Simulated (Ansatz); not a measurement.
Relaxed Al2Cu (Al2Cu type, space group I4/mcm):

```
Al2Cu
1.0
   -3.02971     3.02971     2.43697
    3.02971    -3.02971     2.43697
    3.02971     3.02971    -2.43697
Al Cu
4 2
Direct
  0.65828   0.15828   0.81655
  0.84172   0.65828   0.50000
  0.15828   0.34172   0.50000
  0.34172   0.84172   0.18345
  0.25000   0.25000   0.00000
  0.75000   0.75000   0.00000
```

In this cell atom 2 (Al, nearest neighbour Cu at 2.587 Å; its periodic images, 4.9 Å or more away, move with it) is moved by s along Cartesian [110], unit vector (0.707, 0.707, 0.000); all other atoms and the cell stay fixed.

These are PBE (plane waves to 420 eV, PAW, scalar-relativistic; Ansatz, a program for electronic structure) values and carry that method's errors. k mesh 10×10×10 (Γ-centred), Fermi-Dirac smearing 0.05 eV. Energies are smeared free energies. With partly filled bands, energies and forces of such displacements shift with the k mesh and the smearing. Al2Cu is run without spin polarisation. Al2Cu was relaxed with its symmetry unable to fall. The PAW data are Ansatz's earlier set. The zero of ΔE is the undisplaced structure. The last digit holds for this mesh only.

```csv
s (Å),ΔE (meV/cell)
-0.780,2526.7
-0.624,1456.6
-0.468,747.6
-0.312,309.2
-0.156,73.8
0.000,0.0
0.156,73.8
0.312,309.2
0.468,747.6
0.624,1456.6
0.780,2526.7
```

**Question.** What force constant k = d²E/ds² at s = 0 does the table give?

**Answer.** 6.0 eV/Å². It is the second difference of the nearest points, corrected with the next pair.

**Question.** With k = 5.97 eV/Å² from the forces, is the well harmonic out to s = 0.780 Å?

**Answer.** ½ks² = 1817 meV/cell against the computed 2527 meV/cell, so the well is stiffer than harmonic there.

(For displaced atoms, the force is minus the slope of the energy, and its curvature is a force constant, which sets phonon frequencies.)
